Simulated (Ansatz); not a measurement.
This Al2InN3 structure is the end of a relaxation. It was relaxed at this level from a Materials Project cell.

Method: Ansatz, DFT PBE, scalar-relativistic, plane waves, PAW. Cutoff 420 eV, Γ-centred mesh, Gaussian smearing, no spin polarisation.

```yaml
crystal:
  lattice:
    - [4.91730, -2.82761, 0.00000]
    - [4.91730, 2.82761, 0.00000]
    - [0.00000, 0.00000, 5.24954]
  atoms:
    - { symbol: Al, position: [0.50843, 0.83488, 0.49175] }
    - { symbol: Al, position: [0.16512, 0.49157, 0.49175] }
    - { symbol: Al, position: [0.49157, 0.16512, 0.99175] }
    - { symbol: Al, position: [0.83488, 0.50843, 0.99175] }
    - { symbol: In, position: [0.82208, 0.17792, 0.48700] }
    - { symbol: In, position: [0.17792, 0.82208, 0.98700] }
    - { symbol: N, position: [0.53669, 0.83362, 0.85572] }
    - { symbol: N, position: [0.16638, 0.46331, 0.85572] }
    - { symbol: N, position: [0.46331, 0.16638, 0.35572] }
    - { symbol: N, position: [0.83362, 0.53669, 0.35572] }
    - { symbol: N, position: [0.79834, 0.20166, 0.90607] }
    - { symbol: N, position: [0.20166, 0.79834, 0.40607] }
```

The zero of energy is the elements' standard structures at the same level (N₂ as a molecule); no fitted shifts are applied.

Task: Find its symmetry and describe it.

Result: Cmc2_1 (No. 36), with Al and In ordered on wurtzite sites. Conventional cell: a = 9.835 Å, b = 5.655 Å, c = 5.250 Å. Al is surrounded by 4 N at 1.90–1.92 Å; In is surrounded by 4 N at 2.18–2.20 Å; N on a site of symmetry 1 is surrounded by 3 Al at 1.90–1.92 Å and 1 In at 2.18 Å; N on a site of symmetry m is surrounded by 2 Al at 1.91 Å and 2 In at 2.19–2.20 Å.

Task: What is its formation energy per atom?

Result: −0.861 eV/atom. It lies below the elements, which doesn't yet make it stable against other compounds or structures.

Task: Is it a metal?

Result: No, the gap on the 6×6×6 mesh is 2.16 eV.

The last run used a 6×6×6 mesh for its 12-atom cell and Gaussian smearing of 0.02 eV. Kohn–Sham gaps at this level usually fall short of measured ones. Symmetry constrained the relaxation, so the result can be a saddle point.
